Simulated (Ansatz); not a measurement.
**Property card for CdS3**

Computed with Ansatz, DFT PBE, scalar-relativistic, plane waves, PAW.

Settings: cutoff 420 eV, Γ-centred mesh 12×12×12 on the computed 4-atom cell, Gaussian smearing of 0.10 eV; no spin polarisation.

The structure is relaxed at this level of theory with its symmetry kept, and needn't be the ground state of this composition.

```cif
data_structure
_symmetry_space_group_name_H-M 'Pm-3m'
_symmetry_Int_Tables_number 221
_cell_length_a 4.2012
_cell_length_b 4.2012
_cell_length_c 4.2012
_cell_angle_alpha 90.000
_cell_angle_beta 90.000
_cell_angle_gamma 90.000
_cell_volume 74.15
loop_
_atom_site_label
_atom_site_type_symbol
_atom_site_symmetry_multiplicity
_atom_site_Wyckoff_symbol
_atom_site_fract_x
_atom_site_fract_y
_atom_site_fract_z
_atom_site_occupancy
Cd1 Cd 1 a 0.00000 0.00000 0.00000 1
S1 S 3 c 0.00000 0.50000 0.50000 1
```

Formation energy from the elements' standard states (uncorrected)?

+0.709 eV/atom.

Kohn–Sham band gap?

none (metal).

Density of states at the Fermi level?

2.8 states/eV per cell.

Orbital (Löwdin) character within 0.5 eV of the Fermi level?

S 3p 92 %.

Bader charge by site (e)?

Cd (1 in the cell) 0.94, S (3 in the cell) -0.31.

Spin polarisation was left out, and a magnetic state may lie lower.

Another cell of CdS3 relaxed alike, in P6_3/mmc, lies 0.34 eV/atom lower, so this cell isn't the stable form at this level.

The cell was found from a structure generator's guess, not taken from experiment. Löwdin shares on free-atom orbitals overweight diffuse shells.
